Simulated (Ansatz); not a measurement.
Geometry optimisation in Ansatz: input, command and trajectory.

```yaml
crystal:
  lattice:
    - [0.0, 3.312511239, 3.312511239]
    - [3.312511239, 0.0, 3.312511239]
    - [3.312511239, 3.312511239, 0.0]
  atoms:
    - { symbol: Cs, position: [0.0, 0.0, 0.0] }
    - { symbol: Se, position: [0.5, 0.5, 0.5] }
basis:
  ecutwfc: 420
kpoints:
  mp_grid: { grid: [4, 4, 4] }
hamiltonian:
  xc: pbe
scf:
  occupations: { method: gaussian, width: 0.1 }
  lower_state_search: "off"
output:
  forces: true
  stress: true
  eigenvalues: true
relax:
  adjacent_minimum: "off"
  f_tol: 0.04
  max_steps: 70
  cell: { stress_tol: 0.4 }
```

```bash
ansatz run input.yaml --threads 1 --pin off --max-ram 2560MiB --backend cpu --events-out ev --progress --plain --runs-dir out
```

These are results of DFT PBE, scalar-relativistic, plane waves, PAW (Ansatz 0.2.0), not measurements.

Of 5 frames 5 are shown, positions in Å and forces in eV/Å; the SCF threshold varies from step to step. Steps run on the plane waves of an earlier cell, with a Pulay correction in the pressure. The basis is chosen afresh for the last frame, the zero of the energies, and at times for earlier ones too; energy and pressure step there, also at an unchanged geometry.

```xyz
2
Lattice="0.0000 3.3125 3.3125 3.3125 0.0000 3.3125 3.3125 3.3125 0.0000" Properties=species:S:1:pos:R:3:forces:R:3 pbc="T T T" step=1 free_energy_over_end_meV_per_atom=156.96 pressure_GPa=5.37
Cs    0.0000    0.0000    0.0000    0.0000    0.0000    0.0000
Se    3.3125    3.3125    3.3125    0.0000    0.0000    0.0000
2
Lattice="0.0000 3.4740 3.4740 3.4740 0.0000 3.4740 3.4740 3.4740 0.0000" Properties=species:S:1:pos:R:3:forces:R:3 pbc="T T T" step=2 free_energy_over_end_meV_per_atom=36.21 pressure_GPa=1.96
Cs    0.0000    0.0000    0.0000    0.0000    0.0000    0.0000
Se    3.4740    3.4740    3.4740    0.0000    0.0000    0.0000
2
Lattice="0.0000 3.5818 3.5818 3.5818 0.0000 3.5818 3.5818 3.5818 0.0000" Properties=species:S:1:pos:R:3:forces:R:3 pbc="T T T" step=3 free_energy_over_end_meV_per_atom=5.48 pressure_GPa=0.61
Cs    0.0000    0.0000    0.0000    0.0000    0.0000    0.0000
Se    3.5818    3.5818    3.5818    0.0000    0.0000    0.0000
2
Lattice="0.0000 3.6358 3.6358 3.6358 0.0000 3.6358 3.6358 3.6358 0.0000" Properties=species:S:1:pos:R:3:forces:R:3 pbc="T T T" step=4 free_energy_over_end_meV_per_atom=0.68 pressure_GPa=0.14
Cs    0.0000    0.0000    0.0000    0.0000    0.0000    0.0000
Se    3.6358    3.6358    3.6358    0.0000    0.0000    0.0000
2
Lattice="0.0000 3.6358 3.6358 3.6358 0.0000 3.6358 3.6358 3.6358 0.0000" Properties=species:S:1:pos:R:3:forces:R:3 pbc="T T T" step=5 free_energy_over_end_meV_per_atom=0.00 pressure_GPa=0.17
Cs    0.0000    0.0000    0.0000    0.0000    0.0000    0.0000
Se    3.6358    3.6358    3.6358    0.0000    0.0000    0.0000
```

The start puts this composition into another compound's structure type, which needn't suit it. The cell swells from 36.3 to 48.1 Å³ an atom, so the end can be far from any stable crystal. At the end the space group is Fm-3m (tolerance 0.05 Å).

It took 6.5 s on 1 thread of Arm Neoverse V1, on a shared host, peak memory 0.34 GiB.

The k mesh is coarse. Spin polarisation was left out, and a magnetic state may lie lower.